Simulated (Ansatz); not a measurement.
## Guessed and relaxed cells of K₂SiB₂

A trial structure of K₂SiB₂ was built thus: random cell by space group and Wyckoff sites (P6/mmm, No. 191). Its size is a rough estimate.

start:

Space group P6/mmm (No. 191). a = 5.173 Å, b = 5.173 Å, c = 4.310 Å, α = 90.00°, β = 90.00°, γ = 120.00°
```json
{"atom": "K", "site": "2d", "symmetry": "-6m2", "x": "0.3333", "y": "0.6667", "z": "0.5000"}
{"atom": "Si", "site": "1a", "symmetry": "6/mmm", "x": "0.0000", "y": "0.0000", "z": "0.0000"}
{"atom": "B", "site": "2c", "symmetry": "-6m2", "x": "0.3333", "y": "0.6667", "z": "0.0000"}
```

Method: DFT PBE, scalar-relativistic, plane waves, PAW in Ansatz. Cutoff 420 eV, Gaussian smearing, Γ-centred meshes. Cell and atoms relax first on a coarse mesh and then on a finer one. In between, the cell is made exact in the group found at 0.06 Å. In metals the finer mesh still leaves noise of several meV/atom or more. The steps can't lower the symmetry of their start. No spin polarisation.

end:

Space group P6/mmm (No. 191). a = 4.409 Å, b = 4.409 Å, c = 5.607 Å, α = 90.00°, β = 90.00°, γ = 120.00°
```
atom  site  symmetry       x       y       z
   K    2d      -6m2  0.3333  0.6667  0.5000
  Si    1a     6/mmm  0.0000  0.0000  0.0000
   B    2c      -6m2  0.3333  0.6667  0.0000
```

The symmetry stays P6/mmm (No. 191). The volume per atom shrinks by 5.5 %, from 20.0 to 18.9 Å³. The shortest distance goes from 2.16 Å (K–B) to 2.55 Å (Si–B, B–B and K–K). The ratio c/a of the conventional cell changes by a factor of 1.53. The energy falls by about 0.85 eV/atom (the start's value is from the coarse mesh).

```yaml
Volume_per_atom: 18.88 Å³
Density: 2.25 g/cm³
Formation_energy: +1.59 eV/atom
Gap_on_the_12×12×8_mesh_of_the_5-atom_cell: 0 eV (a metal)
```

Formation energies are uncorrected and refer to the elements' standard structures at the same level. The separate elements lie lower, so it is unstable against them.

The last run used Gaussian smearing of 0.10 eV. Symmetry constrained the relaxation, so the result can be a saddle point. In all, the 3 runs took 62 s on 1 thread of Arm Neoverse V2, with other jobs on the host. Another cell of K2SiB2 relaxed alike, in P-3m1, lies 1.29 eV/atom lower, so this cell isn't the stable form at this level.
